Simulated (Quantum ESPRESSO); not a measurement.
## Band energies of SnS$_{2}$

```
SnS2
1.0
    3.67071     0.00000     0.00000
   -1.83535     3.17893     0.00000
    0.00000     0.00000     5.79931
S Sn
2 1
Cartesian
  0.00000   2.11928   1.47724
  1.83535   1.05964   4.32207
  0.00000   0.00000   0.00000
```

norm-conserving PBEsol (Quantum ESPRESSO, 72 Ry, without SOC); path ΓMKΓALHA,LM,KH; energies in eV from the valence-band maximum.

| k (1/Å) | point | band 9 | band 10 | band 11 | band 12 | band 13 | band 14 | band 15 | band 16 |
|---|---|---|---|---|---|---|---|---|---|
| 0.00 | Γ | -0.77 | -0.77 | -0.53 | -0.53 | -0.01 | 1.57 | 3.33 | 5.17 |
| 0.33 |  | -2.67 | -1.56 | -1.55 | -0.26 | -0.07 | 2.60 | 4.16 | 5.18 |
| 0.77 |  | -4.24 | -2.99 | -2.55 | -0.89 | -0.36 | 1.68 | 4.29 | 5.81 |
| 0.99 | M | -4.43 | -2.92 | -2.69 | -1.24 | -0.40 | 1.52 | 4.18 | 5.62 |
| 1.10 |  | -4.39 | -2.90 | -2.82 | -1.25 | -0.60 | 1.62 | 4.45 | 5.47 |
| 1.56 | K | -3.63 | -3.63 | -3.28 | -1.62 | -1.62 | 1.69 | 6.75 | 6.75 |
| 1.97 |  | -3.89 | -3.57 | -1.93 | -1.73 | -0.56 | 2.20 | 5.91 | 6.02 |
| 2.29 |  | -2.95 | -2.65 | -0.96 | -0.88 | -0.07 | 2.69 | 4.87 | 4.90 |
| 2.70 | Γ | -0.77 | -0.77 | -0.53 | -0.53 | -0.01 | 1.57 | 3.33 | 5.17 |
| 3.13 |  | -1.90 | -0.88 | -0.88 | -0.37 | -0.37 | 2.76 | 3.41 | 4.89 |
| 3.24 | A | -2.11 | -0.88 | -0.88 | -0.36 | -0.36 | 2.85 | 3.41 | 4.87 |
| 3.46 |  | -2.10 | -1.47 | -1.16 | -0.88 | -0.39 | 2.75 | 4.06 | 5.22 |
| 3.90 |  | -4.19 | -2.18 | -1.85 | -1.19 | -0.70 | 1.62 | 4.69 | 5.84 |
| 4.23 | L | -4.97 | -2.49 | -1.88 | -0.88 | -0.83 | 1.27 | 4.41 | 5.27 |
| 4.69 |  | -4.40 | -4.14 | -3.48 | -0.47 | -0.38 | 2.73 | 5.07 | 5.14 |
| 4.80 | H | -4.24 | -4.24 | -3.74 | -0.40 | -0.40 | 2.85 | 5.06 | 5.06 |
| 5.09 |  | -4.40 | -3.71 | -2.91 | -0.67 | -0.52 | 2.59 | 4.99 | 5.63 |
| 5.37 |  | -3.55 | -2.71 | -1.90 | -1.00 | -0.84 | 2.47 | 5.03 | 6.12 |
| 5.75 |  | -2.09 | -1.30 | -1.20 | -0.70 | -0.41 | 2.80 | 3.92 | 5.14 |
| 5.94 | A | -2.11 | -0.88 | -0.88 | -0.36 | -0.36 | 2.85 | 3.41 | 4.87 |
| 5.94 | L | -4.97 | -2.49 | -1.88 | -0.88 | -0.83 | 1.27 | 4.41 | 5.27 |
| 6.05 |  | -4.93 | -2.51 | -2.03 | -0.81 | -0.78 | 1.21 | 4.40 | 5.41 |
| 6.38 |  | -4.49 | -2.85 | -2.67 | -1.15 | -0.44 | 1.45 | 4.18 | 5.73 |
| 6.48 | M | -4.43 | -2.92 | -2.69 | -1.24 | -0.40 | 1.52 | 4.18 | 5.62 |
| 6.48 | K | -3.63 | -3.63 | -3.28 | -1.62 | -1.62 | 1.69 | 6.75 | 6.75 |
| 6.66 |  | -3.83 | -3.83 | -3.40 | -1.29 | -1.29 | 1.96 | 6.27 | 6.27 |
| 7.03 | H | -4.24 | -4.24 | -3.74 | -0.40 | -0.40 | 2.85 | 5.06 | 5.06 |

The PBEsol gap is indirect, 1.17 eV, from 82 % of the way from K to Γ to 40 % of the way from L to M; the smallest direct gap is 1.58 eV. Another valence extremum on the path lies within 0.02 eV, too close to call.

Spin-orbit splittings are left out.

Geometry relaxed with PBE+D3(BJ).
